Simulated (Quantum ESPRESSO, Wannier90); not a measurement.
**Al2HgS4 (I-4), plane waves to Wannier functions**

```xyz
7
Lattice="5.5758 0.0000 0.0000 0.0000 5.5758 0.0000 -2.7879 -2.7879 5.1230" Properties=species:S:1:pos:R:3 pbc="T T T"
Al    -2.7879     0.0000     2.5615
Al     2.7879     2.7879     0.0000
Hg     0.0000     0.0000     0.0000
S     -1.4898     1.5652    -1.3869
S      1.5652     1.4898     1.3869
S      1.4898    -1.5652    -1.3869
S     -1.5652    -1.4898     1.3869
```

Cell from Materials Project (mp-7906), symmetrised, no further relaxation. COD (Crystallography Open Database) has an entry of this formula and space group (matched by these alone). Computed values, not measurements, from PBEsol: Quantum ESPRESSO (norm-conserving PseudoDojo potentials, cutoff 53 Ry, no spin polarisation, no spin-orbit coupling) on a Γ-centred 4×4×4 mesh, then Wannier90. Density: 6×6×6 mesh, cold smearing 0.01 Ry. Spin-orbit coupling is left out although heavy elements are present.

A tight-binding model is made by disentanglement and projection with no localisation steps (num_iter = 0), so the 28 orbitals stay atom-like: hydrogen-like Al: s;p; Hg: s;p; S: s;p, axes along x, y, z; frozen window up to 3.50 eV relative to the valence-band maximum. It follows pw.x to 4.7 meV rms for states up to 3.0 eV relative to the valence-band maximum. Matrix elements depend on this choice of orbitals and windows. Bands 9–13 (Hg 5d 83 %, S 3p 12 %) lie between the kept ones and are excluded.

The 20 largest hoppings ⟨m,0|H|n,R⟩ between different sites (one of each Hermitian pair; signs follow the real orbitals' lobes; the list may end inside a set of equal values):

```tsv
m	n	R	distance of the centres (Å)	t (eV)
Al1 px	S4 s	0 0 1	2.27	1.818
S7 s	Al1 py	0 0 0	2.27	1.818
Al1 px	S6 s	0 1 1	2.27	-1.818
S5 s	Al1 py	1 0 0	2.27	-1.818
S7 py	Al1 s	0 0 0	2.24	-1.757
Al1 s	S4 px	0 0 1	2.24	-1.757
Al1 s	S6 px	0 1 1	2.24	1.757
S5 py	Al1 s	1 0 0	2.24	1.757
S5 s	Al2 s	0 0 0	2.25	-1.754
Al2 s	S6 s	0 1 0	2.25	-1.754
Al2 s	S4 s	1 0 0	2.25	-1.754
Al2 s	S7 s	1 1 0	2.25	-1.754
S7 s	Al1 s	0 0 0	2.24	-1.738
Al1 s	S4 s	0 0 1	2.24	-1.738
Al1 s	S6 s	0 1 1	2.24	-1.738
S5 s	Al1 s	1 0 0	2.24	-1.738
S5 s	Al2 pz	0 0 0	2.25	-1.680
Al2 pz	S6 s	0 1 0	2.25	1.680
Al2 pz	S4 s	1 0 0	2.25	1.680
Al2 pz	S7 s	1 1 0	2.25	-1.680
```
